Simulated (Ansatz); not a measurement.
AlNi:
```yaml
crystal:
  lattice:
    - [2.86297, 0.00000, 0.00000]
    - [0.00000, 2.86297, 0.00000]
    - [0.00000, 0.00000, 2.86403]
  atoms:
    - { symbol: Al, position: [0.00000, 0.00000, 0.00000] }
    - { symbol: Ni, position: [0.50000, 0.50000, 0.50000] }
```

Relaxed with r²SCAN. Special points in fractions of this cell's reciprocal vectors: Γ (0.000, 0.000, 0.000); X (0.000, 0.500, 0.000); M (0.500, 0.500, 0.000); Z (0.000, 0.000, 0.500); R (0.000, 0.500, 0.500); A (0.500, 0.500, 0.500).

Task: List the band energies nearest the Fermi level at these points for the program Ansatz at the r²SCAN level (PAW).

Result: In eV from the Fermi level; about four levels below and three above (degenerate sets whole), none deeper than 8.9 eV; points with the same levels are listed once.

```csv
k,below,above
Γ,-3.42 -3.42 -1.60 -1.60 -1.60,5.96 5.98 5.98
X,-2.36 -2.36 -1.51 -0.62,8.65 10.62 10.63
M,-3.16 -3.16 -2.18 -2.18 -1.01,1.64 2.84 13.50
Z,-2.36 -2.36 -1.51 -0.62,8.65 10.63 10.63
R,-3.16 -3.16 -2.18 -2.18 -1.01,1.63 2.84 13.51
A,-4.37 -4.37 -4.37 -0.98 -0.98,2.01 2.01 2.01
```

Space group Pm-3m (CsCl type). The r²SCAN relaxation kept the symmetry of its start. No spin polarisation was allowed. Point labels and valley counts follow the cell and symmetry of the run, lower than the named group.

Potentials: the later of the program's two PAW sets.
